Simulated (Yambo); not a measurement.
Absorption of LiTaF6 (space group R-3, No. 148) with and without the electron-hole interaction (Yambo, PBEsol bands; 4×4×4 mesh, 18 valence and 7 conduction bands, static screening with 67 bands and a 3 Ry block, scissor 4.70 eV, Tamm-Dancoff; field along x). Axes are Cartesian, with cell vectors (Å) (2.58, 1.49, 4.53), (-2.58, 1.49, 4.53), (0.00, -2.98, 4.53).

```tsv
E (eV)	Im ε, BSE	Im ε, independent quasiparticles
6.35	0.02	0.01
6.45	0.02	0.01
6.55	0.03	0.01
6.65	0.03	0.02
6.75	0.03	0.02
6.85	0.03	0.02
6.95	0.03	0.02
7.05	0.04	0.02
7.15	0.04	0.02
7.25	0.05	0.02
7.35	0.05	0.02
7.45	0.06	0.02
7.55	0.07	0.02
7.65	0.09	0.02
7.75	0.12	0.02
7.85	0.16	0.02
7.95	0.23	0.03
8.05	0.32	0.03
8.15	0.36	0.03
8.25	0.35	0.03
8.35	0.45	0.03
8.45	0.69	0.03
8.55	0.72	0.03
8.65	0.49	0.04
8.75	0.36	0.04
8.85	0.33	0.04
8.95	0.33	0.04
9.05	0.38	0.05
9.15	0.49	0.05
9.25	0.72	0.05
9.35	1.21	0.06
9.45	2.26	0.06
9.55	3.72	0.07
9.65	3.13	0.07
9.75	1.73	0.08
9.85	1.04	0.09
9.95	0.79	0.09
10.05	0.65	0.11
10.15	0.50	0.12
10.25	0.37	0.13
10.35	0.31	0.15
10.45	0.28	0.17
10.55	0.26	0.20
10.65	0.23	0.24
10.75	0.21	0.29
10.85	0.20	0.36
10.95	0.20	0.47
11.05	0.20	0.63
11.15	0.21	0.91
11.25	0.22	1.39
11.35	0.24	2.16
11.45	0.25	3.38
11.55	0.28	4.77
11.65	0.32	5.12
11.75	0.40	5.20
11.85	0.53	5.73
11.95	0.77	5.68
12.05	1.27	4.87
12.15	2.17	3.69
12.25	3.00	2.83
12.35	2.60	2.32
12.45	1.67	1.98
12.55	1.28	1.76
12.65	1.10	1.53
12.75	1.01	1.31
12.85	1.14	1.12
12.95	1.61	0.95
13.05	2.35	0.75
13.15	2.52	0.58
13.25	2.07	0.45
```

The scissor comes from a G0W0 run whose convergence isn't established. Broadening 0.15 eV. The band window holds all transitions up to 17.6 eV. Fine structure above the onset can come from the mesh.

Spin-orbit coupling is left out, which matters for elements this heavy: edges can move by tenths of an eV.

Geometry of the Materials Project entry, not relaxed at this level; primitive cell a = 5.4214 Å, b = 5.4214 Å, c = 5.4214 Å, α = 56.95°, β = 56.95°, γ = 56.95°.

The structure is a Materials Project entry; no match was found in the copy of COD used, and its stability was not checked.
